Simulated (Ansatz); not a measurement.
Relaxed BaTiO₃ (tetragonal-perovskite type, space group P4mm):

```xyz
5
Lattice="3.9722 0.0000 0.0000 0.0000 3.9722 0.0000 0.0000 0.0000 4.1130" Properties=species:S:1:pos:R:3 pbc="T T T"
Ti     1.9861     1.9861     1.8605
Ba     0.0000     0.0000     3.8425
O      1.9861     1.9861     3.6818
O      1.9861     0.0000     1.6951
O      0.0000     1.9861     1.6951
```

The numbers are results of r2SCAN (plane waves to 500 eV, PAW, scalar-relativistic; Ansatz, a first-principles code), not measurements. k mesh 7×7×7 (Γ-centred), Fermi-Dirac smearing 0.05 eV. BaTiO3 is run without spin polarisation. BaTiO3 was relaxed with its symmetry unable to fall.

One atom of the cell was then moved (with its periodic images), all else fixed, and the forces (eV/Å) came out as:

| atom | Fx | Fy | Fz |
|---|---|---|---|
| Ti1 | -0.185 | 0.051 | 0.194 |
| Ba2 | 0.226 | 0.118 | 0.097 |
| O3 | 0.826 | -0.108 | 0.944 |
| O4 | 0.893 | 0.933 | -0.153 |
| O5 | -1.761 | -0.994 | -1.082 |

Problem. Which atom was moved, and by which vector (Å)?

Solution. O5, by (0.18, 0.18, 0.18), 0.32 Å in all.

(For displaced atoms, the force is minus the slope of the energy, and its curvature is a force constant, which sets phonon frequencies.)
